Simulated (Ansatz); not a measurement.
A relaxed cell of C (P6₃/mmc (No. 194)), relaxed on a k-mesh at least as fine as the one used below. All values below come from r2SCAN (plane waves to 500 eV, PAW, scalar-relativistic; Ansatz, an electronic-structure program). Γ-centred k-mesh 15×15×4 on the run's cell, Fermi–Dirac smearing 0.05 eV.

```
C
1.0
    2.50319     0.00000     0.00000
   -1.25159     2.16783     0.00000
    0.00000     0.00000     8.33770
C
8
Direct
  0.33333   0.66667   0.03137
  0.33333   0.66667   0.53137
  0.66667   0.33333   0.28137
  0.66667   0.33333   0.78137
  0.66667   0.33333   0.46863
  0.66667   0.33333   0.96863
  0.33333   0.66667   0.21863
  0.33333   0.66667   0.71863
```

The atoms are displaced by (Å):

```
atom      ux      uy      uz
----  ------  ------  ------
C1    -0.068  -0.002  -0.041
C2    -0.123  -0.113  -0.025
C3     0.128  -0.017   0.019
C4    -0.083   0.055  -0.096
C5    -0.115   0.128   0.010
C6     0.041   0.077  -0.031
C7    -0.073   0.039  -0.054
C8    -0.068   0.087   0.052
```

Question: What forces (eV/Å) and pressure result?

Answer: 
```csv
atom,Fx,Fy,Fz
C1,4.21,3.05,1.00
C2,0.82,6.48,2.60
C3,-5.97,0.91,-1.23
C4,1.31,1.52,4.82
C5,1.23,-6.00,-2.70
C6,-5.12,-3.06,-0.95
C7,4.25,-0.38,1.32
C8,-0.73,-2.53,-4.86
```

Pressure +11.2 GPa.

Question: Estimate the energy cost of the displacement in the harmonic approximation and compare with the calculation.

Answer: For a harmonic well ΔE = −½ Σ F·u = 2.344 eV a cell, or 293 meV/atom. The calculated energy relative to the undisplaced cell is +0.320 eV/atom, so the harmonic estimate holds well.

No spin polarisation in the result.

The run that gave the undisplaced cell could not lose the symmetry of its start; a randomly shaken copy of 8 atoms returns to this structure.
